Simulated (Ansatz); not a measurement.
CsPbBr3 (cubic perovskite, space group No. 221), DFT-PBE in the program Ansatz with PAW potentials, all energies at zero smearing, with the estimated change up to a 700 eV cutoff added, with one set of potentials and settings (totals compare only within such a set). Cell of 5 atoms (1 Cs, 1 Pb, 3 Br): -25933.288 eV.

```tsv
element	reference phase	E (eV/atom)
Cs	P6_3/mmc, 2 atoms in the cell	-5670.7673
Pb	Fm-3m, 1 atoms in the cell	-11906.4191
Br	Cmce, 4 atoms in the cell	-2783.1821
```

Formation energy per atom, worked out: (-25933.288 − 1×(-5670.7673) − 1×(-11906.4191) − 3×(-2783.1821))/5 = -1.311 eV/atom (-127 kJ per mol of atoms), at 0 K, without zero-point energy or fitted corrections.

Space group Pm-3m (cubic perovskite). This is a known high-temperature phase of the composition, computed here at zero pressure and temperature. The PBE relaxation kept the symmetry of its start; its stability against distortions is not shown here. The references are the lowest solids computed at this level, not always the standard phases. Scalar-relativistic: spin–orbit coupling is off unless named, which matters more the heavier the elements.

Potentials: the later of the program's two PAW sets.
